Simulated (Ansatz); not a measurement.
Cs2AgSbBr6: a fit and a missing row

Cs2AgSbBr6, Fm-3m, a = 11.242 Å. The structure is a Materials Project entry; whether it is the stable form wasn't checked. Ansatz: r2SCAN, PAW, 500 eV, Γ-centred 4×4×4 mesh on 10 atoms, Gaussian smearing 0.02 eV; no spin polarisation. Shape and atoms are relaxed at each volume; pressure is positive in compression.

```tsv
V (Å³/atom)	P (GPa)
33.389	1.85
34.455	0.83
35.520	0.00
36.586	-0.69
37.651	?
```

Question: Take V0 = 35.520 Å³/atom, fit the third-order Birch–Murnaghan form to the other rows, and predict the missing pressure.

Answer: With the Eulerian strain f = ½[(V0/V)^(2/3) − 1] and y = P/[3f(1 + 2f)^(5/2)], the form is the line y = B0 + 1.5 B0 (B0′ − 4) f. Rows (f, y): 0.02105, 26.43; 0.01025, 25.66; -0.00976, 24.76. Means f = 0.007180, y = 25.617; Σ(Δf)² = 0.0004888, ΣΔfΔy = 0.02593; the slope is their ratio. y = 25.24 + 53.04 f GPa, so B0 = 25.2 GPa and B0′ = 4 + 2 × (53.04)/(3 × 25.24) = 5.40. At V = 37.651, f = -0.01905, y = 24.230 and P = -1.26 GPa. The run gave -1.25 GPa, so the fit is 0.01 GPa too low, a small miss on the scale of the series. The form still works here, 33 % of the fitted range beyond its end.

Cost: 5 runs of about 9 core-minutes in all, on Arm Neoverse V1 (shared hosts).